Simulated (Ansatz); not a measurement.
## Ti, dhcp: geometry optimisation

Computed with Ansatz 0.2.0, DFT, r2SCAN, plane waves (500 eV) with PAW, scalar-relativistic. (PAW data from PBE, frozen cores regenerated.)

k-point mesh 12×12×4, Fermi-Dirac smearing 0.05 eV, starting moments 1.00 ×4 μB. Cell and atoms relax.

Starting structure:

```
CELL_PARAMETERS angstrom
2.92294 0.00000 0.00000
-1.46147 2.53134 0.00000
0.00000 0.00000 9.54632
ATOMIC_POSITIONS crystal
Ti 0.00000 0.00000 0.00000
Ti 0.00000 0.00000 0.50000
Ti 0.33333 0.66667 0.25000
Ti 0.66667 0.33333 0.75000
```

Q: The pressure at the start is -1.1 GPa. By how much does the volume change?

A: From 17.66 to 17.43 Å³ per atom, -1.3 %. The final cell has a = 2.930 Å, c = 9.379 Å (c/a = 3.201).

Q: How much energy does the relaxation gain?

A: 2.7 meV per atom.

Q: Which magnetic state does it end in?

A: ferrimagnetic, largest moment 0.19 μB in the atomic sphere; moments 0.19 ×2, -0.12 ×2 μB.
